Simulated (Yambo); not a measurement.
## Convergence of the G0W0 gap of ZrSe2 monolayer

G0W0@PBEsol for a free-standing ZrSe$_{2}$ monolayer (symmetry P-3m1, slab cell 16.1 Å high) in Yambo. Reference settings: 6×6×1 Γ-centred k mesh, bands 23 to 214 and a 6 Ry block in the screening, 214 bands in G with the Bruneval-Gonze terminator, plasmon pole fitted at 27.2 eV, slab-truncated Coulomb interaction, stochastic integration of W near q = 0. The PBEsol gap Γ → M on this mesh is 0.22 eV; G0W0 gaps are taken between the same points.

```json
[
 {"change from the reference": "reference settings", "G0W0 gap Γ → M (eV)": "1.70", "shift of the valence edge (eV)": "-0.91", "rough Yambo cost": "1"},
 {"change from the reference": "94 bands in W, 94 bands in G", "G0W0 gap Γ → M (eV)": "1.79", "shift of the valence edge (eV)": "-0.70", "rough Yambo cost": "about 1/2"},
 {"change from the reference": "146 bands in W, 146 bands in G", "G0W0 gap Γ → M (eV)": "1.73", "shift of the valence edge (eV)": "-0.83", "rough Yambo cost": "within a factor of two"},
 {"change from the reference": "94 bands in G", "G0W0 gap Γ → M (eV)": "1.69", "shift of the valence edge (eV)": "-0.79", "rough Yambo cost": "–"},
 {"change from the reference": "146 bands in G", "G0W0 gap Γ → M (eV)": "1.70", "shift of the valence edge (eV)": "-0.87", "rough Yambo cost": "–"},
 {"change from the reference": "no stochastic integration of W", "G0W0 gap Γ → M (eV)": "3.17", "shift of the valence edge (eV)": "-1.69", "rough Yambo cost": "–"},
 {"change from the reference": "5 Ry block", "G0W0 gap Γ → M (eV)": "1.69", "shift of the valence edge (eV)": "-0.89", "rough Yambo cost": "within a factor of two"},
 {"change from the reference": "pole fitted at 40 eV", "G0W0 gap Γ → M (eV)": "1.70", "shift of the valence edge (eV)": "-0.94", "rough Yambo cost": "–"},
 {"change from the reference": "94 bands in G, no terminator", "G0W0 gap Γ → M (eV)": "1.72", "shift of the valence edge (eV)": "-0.31", "rough Yambo cost": "–"},
 {"change from the reference": "146 bands in G, no terminator", "G0W0 gap Γ → M (eV)": "1.74", "shift of the valence edge (eV)": "-0.58", "rough Yambo cost": "–"}
]
```

The reference isn't shown to be the converged limit. Costs are rough (shared machines), scaled to the same edge states, and given only for runs that recompute the screening. Without the stochastic integration, the mesh misses the sharp change of W near q = 0 in a layer: the 1.47 eV of that row are a sampling artefact.

The standard potential for Se keeps a d shell in the valence without the s and p states of that shell. In tests on such compounds this moved G0W0 gaps by up to about 0.9 eV, so absolute quasiparticle energies here are unreliable; differences between settings are what counts.

Spin-orbit coupling is included.

Geometry relaxed with PBEsol; primitive cell a = b = 3.749 Å, c = 16.100 Å, α = β = 90.00°, γ = 120.00°.

This is a model layer cut from the bulk structure; whether it is stable on its own was not checked.

A shift is the quasiparticle energy of the state minus its PBEsol energy.
